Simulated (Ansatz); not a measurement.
Values for one crystal, relaxed and computed with DFT-r²SCAN in the program Ansatz with PAW potentials; other levels are named.

| Property | Value |
|---|---|
| Volume per atom | 14.83 Å³ |
| Band gap | 3.89 eV (direct) |
| Valence-band maximum | at Γ |
| Conduction-band minimum | at Γ |
| Formation energy from the elements (no fitted shifts) | -246 kJ/mol of atoms |

### Question
Pick the material that matches.
A) La2S3O12, R-3c (La on 12c, S on 18e, O on 36f, O on 36f)
B) KLaGeS4, P2_1 (Pearson symbol mP14)
C) Ba2InOsO6, Fm-3m (Ba on 8c, In on 4b, Os on 4a, O on 24e)
D) LaSbO4, P2_1/c (Pearson symbol mP24)

### Answer
D, LaSbO4, P2_1/c (Pearson symbol mP24)

The workflow started from a Materials Project entry (that database holds measured and hypothetical structures alike); the Crystallography Open Database copy checked does not list it. Its standing as an ambient phase is unchecked. The r²SCAN relaxation kept the symmetry of its start; whether a distortion lowers the energy is not shown. The references are the lowest solids computed at this level, not always the standard phases (solids in place of the gases). Spin–orbit coupling is left out wherever it is not named.

Potentials: the later of the program's two PAW sets.
